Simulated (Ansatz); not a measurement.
A relaxed cell of Na₂HF is given with its symmetry left out. The cell was found from a structure generator's guess, not taken from experiment.

The calculation used DFT PBE, scalar-relativistic, plane waves, PAW (Ansatz 0.2.0). Cutoff 420 eV, Γ-centred mesh, Gaussian smearing, no spin polarisation.

```xyz
4
Lattice="3.2934 0.0000 0.0000 -1.6467 2.8522 0.0000 0.0000 0.0000 5.7808" Properties=species:S:1:pos:R:3 pbc="T T T"
Na    1.6467    0.9507    1.4672
Na    1.6467    0.9507    4.3136
H     0.0000    0.0000    0.0000
F     0.0000    1.9015    2.8904
```

The zero of energy is the elements' standard structures at the same level (F₂, H₂ as molecules); no fitted shifts are applied.

Q: What space group does it have?

A: P-6m2 (No. 187). Conventional cell: a = 3.293 Å, c = 5.781 Å. Na is surrounded by 3 F at 2.38 Å and 3 H at 2.40 Å; around H lie 6 Na at 2.40 Å; F has 6 Na at 2.38 Å.

Q: What is its formation energy per atom?

A: −1.405 eV/atom. It lies below the elements, which doesn't yet make it stable against other compounds or structures.

Q: Is it a metal?

A: No, the gap on the 9×9×4 mesh is 3.20 eV.

Q: From what recipe could a structure generator have reached it?

A: One such recipe: close-packed anion layers stacked AB, next cell at A, with sites between them filled layer by layer (P-6m2, No. 187). Other recipes can lead to the same cell.

The last run used a 9×9×4 mesh (in the run's order of axes) for its 4-atom cell and Gaussian smearing of 0.02 eV. Kohn–Sham gaps at this level usually fall short of measured ones. With hydrogen, zero-point motion can shift formation energies by some tens of meV/atom. A later test with randomly moved atoms came back to the same energy, though modes that don't fit the test's cell weren't probed.
